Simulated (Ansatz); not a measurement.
## Ta2O5 (Pmmm), frozen normal mode

Method: DFT PBEsol, scalar-relativistic, plane waves, PAW in Ansatz 0.2.0. Settings: plane waves to 420 eV, k-mesh 10×10×6 (Γ-centred), Gaussian smearing 0.03 eV. Spin–orbit coupling is left out, which can shift energies with elements as heavy as these. No spin polarisation. Energies are free energies at this smearing, counted from the undisturbed cell; pressure is positive in compression.

Reference structure (relaxed at this level; it needn't be the usual structure):

```
Ta O
1.0
     3.66999    0.00000    0.00000
     0.00000    3.85909    0.00000
     0.00000    0.00000    6.43348
Ta O
2 5
Direct
  0.50000 0.00000 0.50000
  0.00000 0.00000 0.00000
  0.50000 0.50000 0.50000
  0.00000 0.00000 0.67925
  0.00000 0.50000 0.00000
  0.50000 0.00000 0.00000
  0.00000 0.00000 0.32075
```

A zone-centre mode of this cell is frozen in: each atom moves by x times its row below, so x is the largest displacement.
```
atom ux uy uz
 Ta1  0.000  0.000  -0.054
 Ta2  0.000  0.000  -0.060
  O3  0.000  0.000   0.082
  O4  0.000  0.000   0.158
  O5  0.000  0.000  -0.112
  O6  0.000  0.000   1.000
  O7  0.000  0.000   0.158
```

| x (Å) | ΔE (meV/cell) |
| --- | --- |
| -0.2600 | -248.8 |
| -0.1300 | -79.5 |
| 0.0000 | 0.0 |
| 0.0325 | -5.5 |
| 0.0650 | -21.5 |
| 0.0975 | -46.7 |
| 0.1625 | -117.7 |
| 0.1950 | -159.7 |
| 0.2275 | -203.9 |

(1) Predict the pressure (GPa) at each point.

## Answers

(1)
```tsv
x (Å)	pressure (GPa)
-0.2600	-2.5
-0.1300	-0.8
0.0000	0.0
0.0325	-0.1
0.0650	-0.2
0.0975	-0.5
0.1625	-1.2
0.1950	-1.6
0.2275	-2.0
```